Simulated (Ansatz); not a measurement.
**WS2 at a changed volume: Quadrupolar parameters**

The cell is a structure deposited in the COD, relaxed with PBE at fixed cell and then changed (volume scaled by 0.94, ions relaxed).

Space group P6_3/mmc (No. 194); a = 3.0888, c = 12.0714 Å, γ = 120.00°.

| site | Wyckoff | site symmetry | x | y | z |
| --- | --- | --- | --- | --- | --- |
| W | 2c | -6m2 | 0.3333 | 0.6667 | 0.2500 |
| S | 4f | 3m. | 0.3333 | 0.6667 | 0.6178 |

One atom of each set is listed.

All values are calculated (Ansatz; DFT, PBE, plane waves and PAW, scalar-relativistic, collinear spin, 420 eV cutoff, Γ-centred 16×16×4 k-points, Fermi–Dirac smearing 0.02 eV), not measured. Start moments as typed (μB): 2 on each W, none on the rest.

Conventions: |V_zz| ≥ |V_yy| ≥ |V_xx|, η = (V_xx − V_yy)/V_zz, C_Q = eQV_zz/h.

S-33: I = 3/2, Q = -69.40 mb. Nuclear quadrupole moments: year-2017 set (Pyykkö).

Problem. What field gradients does the calculation give at each kind of site?

Solution. 

```csv
site,atoms,first shell,V_zz (10²¹ V/m²),η,C_Q (MHz)
W,2,6 S at 2.39 Å,-15.16,0.00,–
S,4,3 W at 2.39 Å; also 7 S at 3.09–3.19 Å,-3.62,0.00,6.07
```

An axis of threefold or higher order runs through W and S, so V_zz lies along it and η is zero.

W has no stable isotope with a ground-state quadrupole moment in the table, so no C_Q is given.

Without spin–orbit coupling the gradients at and beside W can be off by some per cent, at some sites by more. At this changed cell the PBE pressure is 10 GPa. The start moments die out, and the run ends without spin.
